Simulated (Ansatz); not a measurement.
Here is the system:

Ti:
```
CELL_PARAMETERS angstrom
      4.45082     0.00000     0.00000
     -2.22541     3.85452     0.00000
      0.00000     0.00000     2.77073
ATOMIC_POSITIONS crystal
  Ti 0.00000 0.00000 0.00000
  Ti 0.33333 0.66667 0.50000
  Ti 0.66667 0.33333 0.50000
```

This is the LDA-relaxed structure. x, y and z are the axes in which the lattice vectors are written.

Problem. All from LDA in the plane-wave PAW code Ansatz, unless another level is named. Give the Hill bulk and shear moduli.

Solution. 128 and 59.5 GPa.

Problem. Next, the elastic constants (relaxed ions, GPa)?

Solution. C11 = 208, C12 = 101, C13 = 66.6, C33 = 263, C44 = 52.1.

Space group P6/mmm. This is a known high-pressure phase of the composition, computed here at zero pressure and temperature. The LDA relaxation kept the symmetry of its start; its stability against distortions is not shown here. No spin polarisation was allowed. As this level gives no gap, shear constants depend on the k-mesh and smearing (Fermi–Dirac, 0.1 eV here).

Potentials: the later of the program's two PAW sets.
